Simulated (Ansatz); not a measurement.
Theory: DFT PBE, scalar-relativistic, plane waves, PAW in Ansatz 0.2.0. All cells share a 420 eV cutoff and Γ-centred k meshes spaced about 0.3 Å⁻¹ or finer (0.25 for metals, 2π included). No spin polarisation.

Temperature and zero-point effects are left out.

Compare these two cells of TaH₄, each relaxed at this level.

1.

Space group I4/mmm (No. 139). a = 3.029 Å, b = 3.029 Å, c = 11.361 Å, α = 90.00°, β = 90.00°, γ = 90.00°
```csv
atom,site,symmetry,x,y,z
Ta,2a,4/mmm,0.0000,0.0000,0.0000
H,8g,2mm.,0.0000,0.5000,0.1036
```

2.

Space group C2/c (No. 15). a = 9.140 Å, b = 4.410 Å, c = 4.412 Å, α = 90.00°, β = 118.13°, γ = 90.00°
```json
{"atom": "Ta", "site": "4e", "symmetry": "2", "x": "0.0000", "y": "0.7499", "z": "0.2500"}
{"atom": "H", "site": "8f", "symmetry": "1", "x": "0.1232", "y": "0.4301", "z": "0.1899"}
{"atom": "H", "site": "8f", "symmetry": "1", "x": "0.3770", "y": "0.4295", "z": "0.4504"}
```

Question: Which form is favoured at zero pressure, and by what margin per atom?

Answer: Cell 2 is lower, by 46 meV/atom. Cell 1 has space group I4/mmm (No. 139), 10.4 Å³/atom and no gap on its mesh; cell 2 has space group C2/c (No. 15), 7.8 Å³/atom and no gap. In cell 1, around Ta lie 8 H at 1.92 Å and 4 Ta at 3.03 Å; H has 2 Ta at 1.92 Å, 4 H at 2.14 Å and 1 H at 2.35 Å. In cell 2, Ta is surrounded by 8 H at 1.90 Å and 4 Ta at 3.12 Å; around H on its first site lie 2 Ta at 1.90 Å and 7 H at 2.05–2.29 Å; H on its second site has 2 Ta at 1.90 Å and 7 H at 2.05–2.29 Å. Both come from trial cells of a structure search, whose lowest cell (Immm, 6.5 Å³/atom) lies 79 meV/atom below the lower of the two.

Weakly bound directions are ill-defined at this level, which has no dispersion term (I4/mmm), and this can change margins and order among such cells. Spin–orbit coupling, which can matter for Ta, is left out. With hydrogen, zero-point motion can shift such differences by 10 meV/atom or more. Cells relaxed within their symmetry can be saddle points. Some types were kept out of the candidates beforehand, so the set may lack a known form.
